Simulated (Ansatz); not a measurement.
**Relaxing an invented CaVC4N4 structure**

Method: DFT PBE, scalar-relativistic, plane waves, PAW (Ansatz). Cutoff 420 eV, Gaussian smearing, Γ-centred meshes. Cell and atoms relax first on a coarse mesh and then on a finer one. In between, the cell is made exact in the group found at 0.06 Å. In metals the finer mesh still leaves noise of several meV/atom or more. The steps can't lower the symmetry of their start. Collinear spin, starting moments V 2.0 μB.

The guess for CaVC4N4 was made by a generator: two interpenetrating cyanide-bridged diamond nets (P-43m, No. 215). The dimensions are guesses.

Space group P-43m (No. 215). a = 6.101 Å, b = 6.101 Å, c = 6.101 Å, α = 90.00°, β = 90.00°, γ = 90.00°
```json
{"atom": "Ca", "site": "1a", "symmetry": "-43m", "x": "0.0000", "y": "0.0000", "z": "0.0000"}
{"atom": "V", "site": "1b", "symmetry": "-43m", "x": "0.5000", "y": "0.5000", "z": "0.5000"}
{"atom": "C", "site": "4e", "symmetry": ".3m", "x": "0.1993", "y": "0.1993", "z": "0.1993"}
{"atom": "N", "site": "4e", "symmetry": ".3m", "x": "0.3100", "y": "0.3100", "z": "0.3100"}
```

The zero of energy is the elements' standard structures at the same level (N₂ as a molecule); no fitted shifts are applied.

Question: What does it relax into?

Answer: The symmetry stays P-43m (No. 215). The volume per atom grows by 22.9 %, from 22.7 to 27.9 Å³. The shortest distance goes from 1.17 Å (C–N) to 1.18 Å (C–N). The energy falls by about 0.27 eV/atom (the start's value is from the coarse mesh). Conventional cell: a = 6.535 Å. Ca has 4 C at 2.50 Å; V has 4 N at 1.98 Å; around C lie 1 N at 1.18 Å and 1 Ca at 2.50 Å; N has 1 C at 1.18 Å and 1 V at 1.98 Å.

Space group P-43m (No. 215). a = 6.535 Å, b = 6.535 Å, c = 6.535 Å, α = 90.00°, β = 90.00°, γ = 90.00°
```
atom  site  symmetry       x       y       z
  Ca    1a      -43m  0.0000  0.0000  0.0000
   V    1b      -43m  0.5000  0.5000  0.5000
   C    4e       .3m  0.2209  0.2209  0.2209
   N    4e       .3m  0.3248  0.3248  0.3248
```

Question: How does it come out in energy, and is it a metal?

Answer: The energy over the elements is +0.14 eV/atom and the gap on the 6×6×6 mesh of the 10-atom cell is 0 eV (a metal). The net moment per atom is 0.30 μB and the moment by site is V 1.7 μB.

The separate elements lie lower, so it is unstable against them.

The last run used collinear spin and Gaussian smearing of 0.10 eV. In such compounds of V a zero gap at this level may well be an artefact, since no Hubbard U is applied. The reference form of C is held partly by dispersion forces, which this level lacks. The magnetic state reached may not be the lowest. A structure relaxed within its symmetry needn't be a true minimum. In all, the 3 runs took 6.3 min on 1 thread of Intel(R) Xeon(R) Platinum 8259CL CPU @ 2.50GHz (Skylake/Cascade Lake), with other jobs on the host. Site moments count only spheres around the atoms; the net moment includes the space between them.
